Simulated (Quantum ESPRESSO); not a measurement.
Ir4InAlRhAg, one composition in several site orders

A calculation, not a measurement. The program is pw.x of Quantum ESPRESSO 7.5 (plane-wave density functional theory). The cell is made up: eight metal atoms on a hexagonal close-packed lattice, with elements, volume, strain and displacements drawn at random and not relaxed, so it may be unstable or far from any real phase. PseudoDojo standard norm-conserving files set the functional (PBE unless stated); there is no spin polarisation or spin-orbit coupling, the Fermi-Dirac width of 0.25 eV means electrons at about 2900 K, and the masses in the input are unused placeholders. Heavy elements are run without spin-orbit coupling, which real alloys of them have. A spin test at this wide smearing found no moment, but such smearing suppresses magnetism that the real alloy may have.

The runs put one composition on the sites in different orders. Cell, positions, cutoff, mesh and smearing stay as in the input of run 1; sites are counted in its order. Stress in the tables is positive in tension.

Input of run 1:

```
&control calculation='scf', pseudo_dir='./dojo.nc.sr.pbe.v0_5.standard.upf', outdir='./o', disk_io='medium', tprnfor=.true., tstress=.true. /
&system ibrav=0, nat=8, ntyp=5, nbnd=74, ecutwfc=87.97787729, nosym=.true., tot_charge=0,
 occupations='smearing', smearing='fd', degauss=0.0183746611
/
&electrons conv_thr=1.470e-08, electron_maxstep=70, mixing_beta=0.5 /
ATOMIC_SPECIES
Ag 1.0 Ag.upf
Al 1.0 Al.upf
In 1.0 In.upf
Ir 1.0 Ir.upf
Rh 1.0 Rh.upf
CELL_PARAMETERS angstrom
-0.0325 4.8789 -0.0121
2.8237 -0.0302 4.7713
2.8322 -0.0073 -4.7765
ATOMIC_POSITIONS angstrom
Ir -0.0544 0.0439 0.0056
Ir 2.7881 -0.0665 -0.1179
In 2.7648 1.5282 -2.4506
Al 2.9286 1.6451 2.3436
Ir 1.4312 2.3332 0.0027
Rh 4.2878 2.3606 0.0628
Ir 1.4992 4.1825 -2.3058
Ag 1.3936 4.1721 2.3886
K_POINTS automatic
5 5 5 1 1 1
```

| run | elements on sites 1 to 8 | free energy less that of run 1 (eV) | -TS (eV) | pressure (GPa) | stress xx (GPa) | stress yy (GPa) | stress zz (GPa) | stress yz (GPa) | stress xz (GPa) | stress xy (GPa) | iterations |
| --- | --- | --- | --- | --- | --- | --- | --- | --- | --- | --- | --- |
| 1 | Ir Ir In Al Ir Rh Ir Ag | 0.000 | -1.500 | -7.19 | 3.32 | 5.62 | 12.63 | -1.33 | -0.40 | -1.58 | 16 |
| 2 | Ag Al Ir Ir Ir Ir Rh In | -0.215 | -1.604 | -8.10 | 6.07 | 7.32 | 10.91 | -0.12 | 1.62 | -1.07 | 14 |
| 3 | Ir Rh Ir Ir In Ag Al Ir | -0.366 | -1.707 | -7.90 | 6.12 | 7.40 | 10.17 | 1.04 | 0.82 | 0.08 | 15 |
| 4 | In Al Ir Ir Rh Ir Ir Ag | -0.178 | -1.549 | -7.65 | 2.19 | 8.73 | 12.03 | 0.73 | 0.26 | -1.15 | 14 |
| 5 | Al Ir Rh In Ir Ir Ag Ir | -0.234 | -1.607 | -8.28 | 6.46 | 8.15 | 10.24 | 0.30 | -1.08 | -1.46 | 16 |
| 6 | Ag Ir Al Rh In Ir Ir Ir | -0.035 | -1.688 | -8.04 | 7.01 | 7.45 | 9.66 | 0.12 | 1.88 | -1.03 | 14 |

Forces Fx Fy Fz (eV/Å):

| site | run 1 | run 2 | run 3 | run 4 | run 5 | run 6 |
| --- | --- | --- | --- | --- | --- | --- |
| 1 | 0.34 -1.13 -0.60 | 0.23 -0.91 -0.30 | 0.24 -0.98 -0.23 | 0.47 -1.03 -0.41 | 0.01 -0.66 0.36 | -0.01 -1.06 -0.08 |
| 2 | 0.41 -0.04 1.69 | -0.04 0.38 0.64 | 0.31 -0.27 0.53 | 0.16 0.15 0.48 | 0.64 0.27 1.12 | 1.27 0.06 0.95 |
| 3 | 1.47 2.56 0.41 | 0.44 2.85 0.74 | 0.99 0.60 0.31 | 0.52 2.81 0.84 | 1.90 1.67 0.31 | 0.47 0.71 0.35 |
| 4 | -0.46 0.19 -0.01 | -0.19 0.74 -0.26 | -1.00 -0.21 0.61 | -0.23 0.79 -0.25 | -1.43 0.59 -0.02 | -0.50 -0.04 -0.19 |
| 5 | 0.05 0.71 -0.28 | 0.45 0.36 0.01 | 0.25 0.71 0.43 | 0.60 0.34 -0.04 | 0.24 0.40 0.61 | 0.17 1.11 0.18 |
| 6 | -0.65 0.53 -0.14 | -0.82 0.17 -0.33 | -0.57 0.82 -0.92 | -1.06 0.24 -0.32 | -0.27 0.46 -1.21 | -0.82 0.91 -0.33 |
| 7 | -2.42 -1.73 -0.68 | -0.97 -1.87 -0.10 | -0.71 -0.29 -0.54 | -1.27 -1.84 -0.05 | -1.31 -1.98 -1.12 | -1.17 -1.04 -0.94 |
| 8 | 1.27 -1.09 -0.39 | 0.91 -1.73 -0.40 | 0.49 -0.38 -0.18 | 0.81 -1.46 -0.26 | 0.22 -0.74 -0.04 | 0.60 -0.65 0.07 |

The sites are displaced and not relaxed, so the energy differences hold strain from misfit and are not ordering energies. A rerun of one cell of this series at a higher cutoff and on a denser mesh moved values by no more than 0.002 eV in energy, 0.04 GPa in stress and 0.009 eV/Å in force, and a second program with other atomic files agreed on that cell to 2 % rms in force and 0.5 GPa in pressure.